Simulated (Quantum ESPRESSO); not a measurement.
# Moving one atom in Al2SiZnN4

Calculated results; nothing here was measured. They come from pw.x of Quantum ESPRESSO 7.5, a plane-wave density functional program, with PseudoDojo standard norm-conserving files (v0.5 for PBE, v0.4.1 for LDA and PBEsol). The cells are made up: elements, strain and atom displacements were drawn at random, and nothing was relaxed. There is no spin polarisation, spin-orbit coupling or dispersion term.

The cell has 8 sites of a wurtzite lattice (rectangular cell). Sites 1 to 4 hold Al Si Al Zn; sites 5 to 8 hold N N N N. Cell vectors in Å: (3.086, -0.046, 0.001); (-0.080, 5.279, -0.023); (0.002, -0.022, 5.024). Settings: PBE, cutoff 1143 eV, 6 x 4 x 4 k mesh shifted by half a step, Fermi-Dirac smearing of 0.025 eV.

Each run shifts the N atom on site 5 along z and leaves all else fixed. Site 1 is one of its nearest neighbours. E is the free energy of the cell above the lowest run shown.

| run | shift (Å) | Fz on site 5 (eV/Å) | Fz on site 1 (eV/Å) | P (GPa) | E (meV) |
| --- | --- | --- | --- | --- | --- |
| 1 | -0.0928 | 1.537 | 0.996 | 9.81 | 49.0 |
| 2 | -0.0566 | 0.654 | 1.445 | 9.60 | 9.8 |
| 4 | -0.0252 | -0.019 | 1.745 | 9.51 | 0.0 |
| 5 | 0.0057 | -0.607 | 1.970 | 9.50 | 9.9 |
| 6 | 0.0253 | -0.946 | 2.081 | 9.53 | 25.1 |
| 7 | 0.1067 | -2.108 | 2.326 | 9.89 | 151.9 |
| 3 | -0.0456 | ? | ? | ? | ? |

A rerun of one of these cells at 1437 eV and k mesh 8 x 6 x 6 moved values by no more than 0.002 eV in the cell's energy, 0.04 GPa in stress and 0.002 eV/Å in force.

## Worked fit

A parabola through the six runs shown gives Fz on site 5 = -0.505 - 18.70 u + 34.7 u² eV/Å, with u in Å and a scatter of 0.011 eV/Å. Minus the slope, 18.70 ± 0.39 eV/Å², is this atom's force constant along z at u = 0, with its periodic images moving too. The fitted force vanishes at u = -0.026 Å, where the energy should be lowest along this line. The error is the larger of the fit's own and the change that a cubic makes, rounded up.

## Withheld run

Question: what Fz on site 5 should run 3 give?

The fit gives 0.420 eV/Å. The calculation gave 0.409 eV/Å.

| run | shift (Å) | Fz on site 5 (eV/Å) | Fz on site 1 (eV/Å) | P (GPa) | E (meV) |
| --- | --- | --- | --- | --- | --- |
| 3 | -0.0456 | 0.409 | 1.559 | 9.56 | 3.9 |